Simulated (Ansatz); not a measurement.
The elements of this relaxed trial sheet are hidden behind letters. Only a and b repeat, and vacuum parts the sheet from its images along c.

```
lattice vectors (Å)
   2.9456    0.0000    0.0000
   0.0000    2.9456    0.0000
   0.0000    0.0000   30.7280
fractional positions
X 0.5000 0.5000 0.2766
Z 0.0000 0.0000 0.3314
Z 0.0000 0.0000 0.2219
```

These are results of DFT PBE, scalar-relativistic, plane waves, PAW in Ansatz 0.2.0, not measurements. The final run on the 3-atom cell used 420 eV, a Γ-centred 16×16×1 mesh, 0.10 eV smearing and no spin polarisation.

| Quantity | Value |
| --- | --- |
| Layer group | p4/mmm (No. 61) |
| In-plane cell | a = 2.946 Å, b = 2.946 Å, γ = 90.0° |
| Area per atom | 2.89 Å² |
| Thickness between the outermost nuclei | 3.37 Å |
| Formation energy | −0.05 eV/atom |
| Gap on the 16×16×1 mesh of the 3-atom cell | 0 eV (a metal) |

Energies are uncorrected and count from the elements' standard states at the same level.

Question: X is a p-block element of period 3 and Z is a d-block element of period 6. Which elements are they?

Answer: X = Al, Z = Au, so the formula is AlAu2. Al at height 1.68 Å has 8 Au at 2.68 Å and 4 Al at 2.95 Å; Au at height 3.37 Å has 4 Al at 2.68 Å and 4 Au at 2.95 Å. Other elements may fit the hints; this set was computed.

These runs have no spin–orbit coupling, which can matter for Au. A structure relaxed within its symmetry needn't be a true minimum.
